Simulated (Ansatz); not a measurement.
CuAu:
```
CuAu
1.0
    2.83441     0.00000     0.00000
    0.00000     2.83441     0.00000
    0.00000     0.00000     3.53801
Cu Au
1 1
Direct
  0.50000   0.50000   0.50000
  0.00000   0.00000   0.00000
```

This is the PBEsol-relaxed structure. Cartesian axes are those of the cell as given.

Problem. All from the program Ansatz at the PBEsol level (PAW), unless another level is named. Give the bulk modulus (Birch–Murnaghan fit).

Solution. 171 GPa.

Problem. And the elastic constants (relaxed ions, GPa)?

Solution. C11 = 201, C12 = 151, C13 = 163, C33 = 180, C44 = 76.4, C66 = 46.0.

Problem. Next, the highest zone-centre frequency?

Solution. 204 cm⁻¹.

Space group P4/mmm (L1₀ or tetragonal B2). The cell was relaxed with PBEsol under the symmetry of its start; of distortions, only those at the zone centre were tested. No spin polarisation was allowed. As this level gives no gap, shear constants depend on the k-mesh and smearing (Fermi–Dirac, 0.1 eV here). As this level gives no gap, phonon frequencies hold no LO–TO term and depend on the k-mesh and smearing (Fermi–Dirac, 0.1 eV here). Scalar-relativistic: spin–orbit coupling is off unless named, which matters more the heavier the elements.

Potentials: the later of the program's two PAW sets.
